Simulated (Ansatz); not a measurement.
MoPd:
```xyz
4
Lattice="1.3151 -5.2293 0.0000 1.3151 5.2293 0.0000 0.0000 0.0000 4.3038" Properties=species:S:1:pos:R:3 pbc="T T T"
Mo     1.3151    -1.8102     1.0759
Pd     1.3151    -4.5031     1.0759
Mo     1.3151     1.8102     3.2278
Pd     1.3151     4.5031     3.2278
```

Relaxed with PBEsol. Special points in fractions of this cell's reciprocal vectors: Γ (0.000, 0.000, 0.000); Y (-0.500, 0.500, 0.000); C0 (-0.266, 0.734, 0.000); Σ0 (0.266, 0.266, 0.000); Z (0.000, 0.000, 0.500); A0 (0.266, 0.266, 0.500); E0 (-0.266, 0.734, 0.500); T (-0.500, 0.500, 0.500); S (0.000, 0.500, 0.000); R (0.000, 0.500, 0.500).

List the band energies nearest the Fermi level at these points for PBEsol in the plane-wave PAW code Ansatz.

In eV from the Fermi level; about four levels below and three above (degenerate sets whole), none deeper than 8.9 eV; points with the same levels are listed once.

```csv
k,below,above
Γ,-1.78 -1.76 -1.56 -1.16,1.54 1.85 1.89
Y,-1.83 -1.65 -1.43 -1.32,1.00 1.96 2.12
C0,-2.27 -2.21 -1.76 -0.96,0.03 0.49 1.29
Z,-1.62 -1.62 -0.15 -0.15,0.64 0.64 1.58 1.58
A0,-0.63 -0.63 -0.35 -0.35,1.29 1.29 2.86 2.86
T,-1.79 -1.79 -1.61 -1.61,0.70 0.70 1.97 1.97
S,-2.45 -2.25 -1.38 -1.36,0.13 0.35 0.53
R,-1.65 -1.65 -0.73 -0.73,0.03 0.03 0.76 0.76
```

Space group Cmcm. The start of the workflow was typed in or built on a structure type; neither database checked (COD, Materials Project) lists it. Whether it is the stable phase at ambient conditions was not checked. The cell was relaxed with PBEsol under the symmetry of its start; whether a distortion lowers the energy is not shown. No spin polarisation was allowed. Spin–orbit coupling is left out wherever it is not named.

Potentials: the later of the program's two PAW sets.
